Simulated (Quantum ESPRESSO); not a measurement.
# Ti3Sn2Al2Ru: input and log of a self-consistent run

Computed values, not a measurement. The program is pw.x of Quantum ESPRESSO 7.5 (plane-wave density functional theory). The cell is made up: eight metal atoms on a hexagonal close-packed lattice, with elements, volume, strain and displacements drawn at random and not relaxed, so it may be unstable or far from any real phase. PseudoDojo standard norm-conserving files set the functional (PBE unless stated); there is no spin polarisation or spin-orbit coupling, the Fermi-Dirac width of 0.25 eV means electrons at about 2900 K, and the masses in the input are unused placeholders. The tin pseudopotential is less sure than most, with forces differing by about three percent from a second method on plain tin. A spin test at this wide smearing found no moment, but such smearing suppresses magnetism that the real alloy may have.

Input:

```
&control calculation='scf', pseudo_dir='./dojo.nc.sr.pbe.v0_5.standard.upf', outdir='./o', disk_io='medium', tprnfor=.true., tstress=.true. /
&system ibrav=0, nat=8, ntyp=4, nbnd=56, ecutwfc=84.00895049, nosym=.true., tot_charge=0,
 occupations='smearing', smearing='fd', degauss=0.0183746611
/
&electrons conv_thr=1.470e-08, electron_maxstep=70, mixing_beta=0.5 /
ATOMIC_SPECIES
Al 1.0 Al.upf
Ru 1.0 Ru.upf
Sn 1.0 Sn.upf
Ti 1.0 Ti.upf
CELL_PARAMETERS angstrom
0.0 0.0 -4.903
0.0 5.1202 0.0
5.9123 0.0 0.0
ATOMIC_POSITIONS angstrom
Ti -0.1045 0.0749 0.0747
Ti 2.9857 0.1256 -0.0065
Sn 1.32 2.4588 0.0046
Al 4.4589 2.6592 -0.0883
Sn 0.1098 1.8083 -2.3903
Ti 2.8767 1.7753 -2.5245
Al 1.5226 4.3587 -2.5612
Ru 4.4709 4.189 -2.4136
K_POINTS automatic
5 5 4 1 1 1
```

The log is shortened where brackets say so; the opening notice, blank lines, dates and the lines on written files are dropped, and the path of the files is cut. It prints rydbergs, bohrs and kilobars, and counts compression as positive stress. Its total energy is the free energy E - TS of the whole cell.

```
     Program PWSCF v.7.5
     Parallel version (MPI & OpenMP), running on       1 processor cores
     Number of MPI processes:                 1
     Threads/MPI process:                     1
     [start-up lines left out]
     bravais-lattice index     =            0
     lattice parameter (alat)  =       9.2653  a.u.
     unit-cell volume          =    1001.6175 (a.u.)^3
     number of atoms/cell      =            8
     number of atomic types    =            4
     number of electrons       =        86.00
     number of Kohn-Sham states=           56
     kinetic-energy cutoff     =      84.0090  Ry
     charge density cutoff     =     336.0358  Ry
     scf convergence threshold =      1.5E-08
     mixing beta               =       0.5000
     number of iterations used =            8  plain     mixing
     Exchange-correlation= PBE
                           (   1   4   3   4   0   0   0)
     [axes and pseudopotential details left out]
   Cartesian axes
     site n.     atom                  positions (alat units)
         1        Ti     tau(   1) = (  -0.0213135   0.0152764   0.0152356  )
         2        Ti     tau(   2) = (   0.6089537   0.0256170  -0.0013257  )
         3        Sn     tau(   3) = (   0.2692229   0.5014889   0.0009382  )
         4        Al     tau(   4) = (   0.9094228   0.5423618  -0.0180094  )
         5        Sn     tau(   5) = (   0.0223945   0.3688150  -0.4875178  )
         6        Ti     tau(   6) = (   0.5867224   0.3620844  -0.5148888  )
         7        Al     tau(   7) = (   0.3105446   0.8889863  -0.5223741  )
         8        Ru     tau(   8) = (   0.9118703   0.8543749  -0.4922700  )
     number of k points=    50  Fermi-Dirac smearing, width (Ry)=  0.0184
                       cart. coord. in units 2pi/alat
        k(    1) = (   0.1036610   0.0957580  -0.1000000), wk =   0.0400000
        k(    2) = (   0.3109830   0.0957580  -0.1000000), wk =   0.0400000
     [further k points left out]
     Dense  grid:   104075 G-vectors     FFT dimensions: (  60,  60,  72)
     Estimated max dynamical RAM per process >     161.45 MB
     Initial potential from superposition of free atoms
     starting charge      85.9865, renormalised to      86.0000
     Starting wfcs are   66 randomized atomic wfcs
     total cpu time spent up to now is       33.8 secs
     per-process dynamical memory:    97.1 Mb
     Self-consistent Calculation
     iteration #  1     ecut=    84.01 Ry     beta= 0.50
     Davidson diagonalization with overlap
     ethr =  1.00E-02,  avg # of iterations =  2.1
     total cpu time spent up to now is      122.7 secs
     total energy              =    -882.30881035 Ry
     estimated scf accuracy    <       0.98629091 Ry
     iteration #  2     ecut=    84.01 Ry     beta= 0.50
     Davidson diagonalization with overlap
     ethr =  1.15E-03,  avg # of iterations =  4.4
     total cpu time spent up to now is      219.2 secs
     total energy              =    -882.34750123 Ry
     estimated scf accuracy    <       8.75891367 Ry
     iteration #  3     ecut=    84.01 Ry     beta= 0.50
     Davidson diagonalization with overlap
     ethr =  1.15E-03,  avg # of iterations =  3.8
     total cpu time spent up to now is      290.5 secs
     total energy              =    -882.83832219 Ry
     estimated scf accuracy    <       0.39834266 Ry
     iteration #  4     ecut=    84.01 Ry     beta= 0.50
     Davidson diagonalization with overlap
     ethr =  4.63E-04,  avg # of iterations =  3.7
     total cpu time spent up to now is      380.6 secs
     total energy              =    -882.83852817 Ry
     estimated scf accuracy    <       0.43244412 Ry
     iteration #  5     ecut=    84.01 Ry     beta= 0.50
     Davidson diagonalization with overlap
     ethr =  4.63E-04,  avg # of iterations =  2.5
     total cpu time spent up to now is      458.8 secs
     total energy              =    -882.85901613 Ry
     estimated scf accuracy    <       0.37800408 Ry
     [iterations 6 to 11 left out]
     iteration # 12     ecut=    84.01 Ry     beta= 0.50
     Davidson diagonalization with overlap
     ethr =  1.49E-09,  avg # of iterations =  5.4
     total cpu time spent up to now is     1013.4 secs
     total energy              =    -882.88492839 Ry
     estimated scf accuracy    <       0.00000118 Ry
     iteration # 13     ecut=    84.01 Ry     beta= 0.50
     Davidson diagonalization with overlap
     ethr =  1.38E-09,  avg # of iterations =  1.9
     total cpu time spent up to now is     1067.7 secs
     total energy              =    -882.88492844 Ry
     estimated scf accuracy    <       0.00000019 Ry
     iteration # 14     ecut=    84.01 Ry     beta= 0.50
     Davidson diagonalization with overlap
     ethr =  2.26E-10,  avg # of iterations =  2.7
     total cpu time spent up to now is     1116.6 secs
     total energy              =    -882.88492846 Ry
     estimated scf accuracy    <       0.00000003 Ry
     iteration # 15     ecut=    84.01 Ry     beta= 0.50
     Davidson diagonalization with overlap
     ethr =  3.18E-11,  avg # of iterations =  4.9
     total cpu time spent up to now is     1177.8 secs
     total energy              =    -882.88492846 Ry
     estimated scf accuracy    <       0.00000006 Ry
     iteration # 16     ecut=    84.01 Ry     beta= 0.50
     Davidson diagonalization with overlap
     ethr =  3.18E-11,  avg # of iterations =  2.0
     total cpu time spent up to now is     1227.7 secs
     End of self-consistent calculation
     [lines on levels left out]
!    total energy              =    -882.88492846 Ry
     estimated scf accuracy    <          7.6E-09 Ry
     smearing contrib. (-TS)   =      -0.11620995 Ry
     internal energy E=F+TS    =    -882.76871850 Ry
     The total energy is F=E-TS. E is the sum of the following terms:
     one-electron contribution =    -329.80127401 Ry
     hartree contribution      =     206.98117688 Ry
     xc contribution           =    -179.09016655 Ry
     ewald contribution        =    -580.85845481 Ry
     convergence has been achieved in  16 iterations
     Forces acting on atoms (cartesian axes, Ry/au):
     atom    1 type  4   force =    -0.01928400   -0.03247533   -0.00223012
     atom    2 type  4   force =     0.01309812   -0.04257130   -0.00825283
     atom    3 type  3   force =     0.07701793    0.06596159    0.00484528
     atom    4 type  1   force =    -0.03514580    0.01907055    0.01227610
     atom    5 type  3   force =    -0.10241458   -0.02448371   -0.02022604
     atom    6 type  4   force =     0.07328668    0.00114582    0.00479245
     atom    7 type  1   force =     0.01166020   -0.00013595    0.01704990
     atom    8 type  2   force =    -0.01821855    0.01348833   -0.00825473
     Total force =     0.182867     Total SCF correction =     0.000128
     Computing stress (Cartesian axis) and pressure
          total   stress  (Ry/bohr**3)                   (kbar)     P=      -30.79
  -0.00027259  -0.00008746   0.00003971          -40.10      -12.87        5.84
  -0.00008746  -0.00033923   0.00000477          -12.87      -49.90        0.70
   0.00003971   0.00000477  -0.00001602            5.84        0.70       -2.36
     init_run     :     31.71s CPU     33.60s WALL (       1 calls)
     electrons    :   1135.92s CPU   1193.95s WALL (       1 calls)
     forces       :     10.48s CPU     10.60s WALL (       1 calls)
     stress       :     28.04s CPU     28.16s WALL (       1 calls)
     [timing details left out]
     PWSCF        :  20m 6.56s CPU  21m 8.23s WALL
     JOB DONE.
```

In other units: free energy -12012.261 eV for the cell, pressure -3.08 GPa, largest force component 2.633 eV/Å in size. The run took 1270 s of wall time with one process on a shared machine (AMD EPYC, Zen 5, virtual cores), so the time is rough. A rerun of this cell at a higher cutoff and on a denser mesh moved values by no more than 0.002 eV in energy, 0.15 GPa in stress and 0.014 eV/Å in force, and a second program with other atomic files agreed on that cell to 2 % rms in force and 0.5 GPa in pressure.